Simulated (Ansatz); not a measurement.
Starting cell, Ti (hcp, Mg type):

```xyz
2
Lattice="2.9389 0.0000 0.0000 -1.4694 2.5451 0.0000 0.0000 0.0000 4.6500" Properties=species:S:1:pos:R:3 pbc="T T T"
Ti     0.0000     1.6967     3.4875
Ti     1.4694     0.8484     1.1625
```

Scan: atom 2 (Ti, nearest neighbour Ti at 2.878 Å; its periodic images, 2.9 Å or more away, move with it) is displaced along Cartesian [110], direction (0.707, 0.707, 0.000) in Cartesian axes, by s. The other atoms stay.

The numbers are results of PBE (plane waves to 420 eV, PAW, scalar-relativistic; Ansatz, a quantum-chemistry and plane-wave program), not measurements. k mesh 15×15×8 (Γ-centred), Fermi-Dirac smearing 0.05 eV. The energy includes the smearing's −TS. With partly filled bands, energies and forces of such displacements shift with the k mesh and the smearing. F⊥ is the part of the force across the line. The PAW data are Ansatz's earlier set. Ti is run without spin polarisation. Ti was relaxed with its symmetry unable to fall. ΔE is measured from the undisplaced structure.

Q: What ΔE (eV/cell) and |F⊥| (eV/Å) does the calculation give at s (Å) = -0.290, -0.174, 0.058, 0.116, 0.174, 0.290?

A: 
```json
[
 {"s (Å)": "-0.290", "ΔE (eV/cell)": "0.056", "|F⊥| (eV/Å)": "0.019"},
 {"s (Å)": "-0.174", "ΔE (eV/cell)": "0.022", "|F⊥| (eV/Å)": "0.012"},
 {"s (Å)": "0.058", "ΔE (eV/cell)": "0.003", "|F⊥| (eV/Å)": "0.002"},
 {"s (Å)": "0.116", "ΔE (eV/cell)": "0.011", "|F⊥| (eV/Å)": "0.006"},
 {"s (Å)": "0.174", "ΔE (eV/cell)": "0.023", "|F⊥| (eV/Å)": "0.011"},
 {"s (Å)": "0.290", "ΔE (eV/cell)": "0.060", "|F⊥| (eV/Å)": "0.020"}
]
```

(A displaced cell: forces are minus the slopes of the energy, force constants its curvatures, and phonons follow from these.)
